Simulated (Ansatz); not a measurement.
PtC:
```
PtC
1.0
    3.01945     0.00000     0.00000
   -1.50973     2.61492     0.00000
    0.00000     0.00000     2.87317
Pt C
1 1
Direct
  0.00000   0.00000   0.00000
  0.33333   0.66667   0.50000
```

Relaxed with PBE. Special points in fractions of this cell's reciprocal vectors: Γ (0.000, 0.000, 0.000); M (0.500, 0.000, 0.000); K (0.333, 0.333, 0.000); A (0.000, 0.000, 0.500); L (0.500, 0.000, 0.500); H (0.333, 0.333, 0.500).

List the band energies nearest the Fermi level at these points for plane-wave PAW PBE with spin–orbit coupling (Ansatz code).

In eV from the Fermi level; about four levels below and three above (degenerate sets whole), none deeper than 8.9 eV; points with the same levels are listed once.

| k | below | above |
|---|---|---|
| Γ | -2.18 -2.18 -0.98 -0.98 | 2.25 2.25 2.46 2.46 |
| M | -1.06 -1.06 -0.46 -0.46 | 3.28 3.28 7.20 7.20 |
| K | -2.13 -1.99 -1.87 -0.97 | 3.96 4.26 10.46 |
| A | -3.72 -3.72 -1.10 -1.10 | 1.81 1.81 1.93 1.93 |
| L | -1.84 -1.84 -1.16 -1.16 | 1.53 1.53 3.92 3.92 |
| H | -3.46 -3.27 -1.85 -1.61 | 0.30 0.59 1.11 |

Space group P-6m2. The start of the workflow was typed in or built on a structure type; neither database checked (COD, Materials Project) lists it. Whether it is the stable phase at ambient conditions was not checked. The PBE relaxation kept the symmetry of its start; whether a distortion lowers the energy is not shown. No spin polarisation was allowed. Its formation energy is positive at this level, so the cell may be metastable or incomplete.

Potentials: the earlier of the program's two PAW sets.
